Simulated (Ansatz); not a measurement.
Cold compression of Sb (hcp type)

```
CELL_PARAMETERS angstrom
3.30459 0.00000 0.00000
-1.65229 2.86186 0.00000
0.00000 0.00000 5.42982
ATOMIC_POSITIONS crystal
Sb 0.33333 0.66667 0.25000
Sb 0.66667 0.33333 0.75000
```

The cell comes from a relaxation on PAW files under the same functional, begun from a prototype that needn't be the stable phase.

Its volume is scaled, and at each volume shape and atoms are relaxed on PAW files; all methods then take that cell.

All numbers are LDA results (scalar-relativistic) from Ansatz 0.2.0, with a Γ-centred 14×14×8 k mesh, Fermi–Dirac smearing of 0.05 eV, no spin polarisation. Methods: LAPW: all electrons, basis error target 1 meV/atom; PAW: frozen-core files, cutoff 420 eV; crystal datasets: all electrons, by PAW datasets that the program makes for each cell; norm-conserving: pseudopotentials, cutoff 1143 eV; PAW (cutoff 300 eV): frozen-core files, cutoff 300 eV.

Energies are extrapolated to zero smearing and count from the unscaled cell; pressure is positive in compression; gaps take the mesh and a band path. No temperature or zero-point motion is included.

Spin–orbit coupling is left out, which matters for the heavy atoms. The PAW files were made under PBE. The structure type is held throughout; the real material can change phase at far lower pressure.

| V/V0 | V (Å³/atom) | P LAPW (GPa) | ΔE LAPW (eV/atom) | P PAW − LAPW (GPa) | ΔE PAW − LAPW (meV/atom) | space group | shortest distance (Å) |
| --- | --- | --- | --- | --- | --- | --- | --- |
| 1.00 | 25.68 | 0.03 | 0.000 | -0.03 | 0.0 | P6_3/mmc | 3.305 |
| 0.88 | 22.59 | 12.19 | 0.104 | -0.05 | -0.6 | P6_3/mmc | 3.167 |
| 0.78 | 20.03 | 31.2 | 0.437 | -0.06 | -1.4 | P6_3/mmc | 3.046 |
| 0.68 | 17.46 | ? | ? | ? | ? | ? | ? |
| 0.58 | 14.89 | 133.8 | 2.717 | 0.00 | -2.7 | P6_3/mmc | 2.723 |
| 0.50 | 12.84 | 240.7 | 5.045 | 0.02 | -2.4 | P6_3/mmc | 2.591 |
| 0.43 | 11.04 | 416.4 | 8.628 | 0.08 | -1.9 | P6_3/mmc | 2.463 |

(1) Fit the Vinet equation to the LAPW pressures shown (residuals weighted by 1/(|P| + 0.03·Pmax)), and predict the pressure of the withheld row.

(2) At the smallest volume, how far do crystal datasets and norm-conserving and PAW (cutoff 300 eV) lie from LAPW in pressure?

(3) How do the Löwdin populations by LAPW change from the unscaled cell to the last row?

Results:

(1) The fit gives V0 = 25.72 Å³/atom, B0 = 65.5 GPa and B0′ = 5.27. At 17.46 Å³/atom, x = (V/V0)^(1/3) = 0.8789, and P = 3·B0·(1 − x)/x²·exp[1.5·(B0′ − 1)·(1 − x)] = 66.9 GPa. The run itself gave 66.0 GPa (+1.4 % off) and ΔE = 1.186 eV/atom.

(2) crystal datasets: 0.00 GPa; norm-conserving: +3.79 GPa; PAW (cutoff 300 eV): -0.92 GPa, on a LAPW pressure of 416.4 GPa.

(3) Sb 5s 1.90 → 1.56, Sb 5p 3.05 → 3.33 electrons an atom. These are projections on the shells that the free atoms fill; 0.11 e a cell lies outside them at the start and 0.32 e at the end.
